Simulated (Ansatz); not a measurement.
**Band table of V (hcp type)**

```
V
1.0
     1.93337    0.00000    0.00000
    -0.96668    1.67435    0.00000
     0.00000    0.00000    3.42648
V
2
Direct
  0.33333 0.66667 0.25000
  0.66667 0.33333 0.75000
```

The cell comes from a relaxation on PAW files under the same functional, begun from a prototype that needn't be the stable phase.

All numbers are LDA results (scalar-relativistic) from Ansatz 0.2.0, with a Γ-centred 18×18×10 k mesh, Fermi–Dirac smearing of 0.08 eV, no spin polarisation. Methods: PAW: frozen-core files, cutoff 420 eV.

This run: volume at 0.43 of the series' base cell.

The PAW files were made under PBE. The structure type is held throughout; the real material can change phase at far lower pressure. At this compression frozen-core PAW has no all-electron check here.

Path points, in fractions of the reciprocal vectors: Γ (0.000, 0.000, 0.000), M (0.500, 0.000, 0.000), K (0.333, 0.333, 0.000), A (0.000, 0.000, 0.500), L (0.500, 0.000, 0.500), H (0.333, 0.333, 0.500). Levels in eV from the Fermi level; bands 9 to 15, counted from the lowest band of the run. The gap is zero, the pressure 694.3 GPa.

```
# k(1/Å) point b9 b10 b11 b12 b13 b14 b15
0.000 Γ -6.39 -4.79 -2.62 -1.42 -1.42 -0.17 -0.17
0.469 - -5.52 -4.29 -2.71 -1.46 -0.17 0.09 0.51
0.938 - -7.10 -4.35 -4.10 -2.13 -0.33 0.48 0.87
1.407 - -9.17 -7.95 -5.65 -0.77 -0.77 -0.31 2.57
1.876 M -9.94 -9.26 -6.29 -1.37 -1.23 0.85 3.39
2.147 - -9.27 -9.13 -5.58 -1.59 -1.37 0.92 2.99
2.418 - -9.32 -7.00 -3.84 -2.28 -1.44 1.15 1.83
2.689 - -9.49 -4.26 -2.61 -2.16 -1.73 0.14 1.78
2.960 K -9.62 -2.28 -2.28 -1.89 -1.89 -1.51 2.42
3.501 - -8.56 -4.49 -3.47 -3.20 -0.26 0.09 1.15
4.043 - -5.13 -5.05 -4.33 -2.18 -1.76 -0.66 1.25
4.585 - -5.13 -4.25 -3.07 -0.97 -0.64 0.24 0.44
5.126 Γ -6.39 -4.79 -2.62 -1.42 -1.42 -0.17 -0.17
5.355 - -6.28 -4.39 -2.73 -1.47 -1.47 -0.30 -0.30
5.585 - -5.94 -3.72 -2.57 -1.55 -1.55 -0.63 -0.63
5.814 - -5.41 -4.10 -1.53 -1.53 -1.02 -1.02 -0.94
6.043 A -4.76 -4.76 -1.35 -1.35 -1.35 -1.35 1.24
6.512 - -4.26 -4.26 -2.59 -2.59 -0.23 -0.23 0.68
6.981 - -6.44 -6.44 -4.01 -4.01 2.19 2.19 2.40
7.450 - -8.44 -8.44 -6.29 -6.29 2.77 2.77 5.21
7.919 L -9.14 -9.14 -7.27 -7.27 2.63 2.63 6.10
8.190 - -8.76 -8.76 -6.71 -6.71 1.52 1.52 6.47
8.461 - -7.96 -7.96 -5.11 -5.11 -0.38 -0.38 5.49
8.732 - -6.99 -6.99 -4.17 -4.17 -0.79 -0.79 3.28
9.003 H -6.29 -6.29 -4.82 -4.82 0.64 0.64 1.70
9.544 - -7.29 -7.29 -3.33 -3.33 -0.69 -0.69 2.03
10.086 - -6.44 -6.44 -2.88 -2.88 -0.38 -0.38 1.91
10.628 - -4.22 -4.22 -2.75 -2.75 -0.40 -0.40 0.97
11.169 A -4.76 -4.76 -1.35 -1.35 -1.35 -1.35 1.24
```
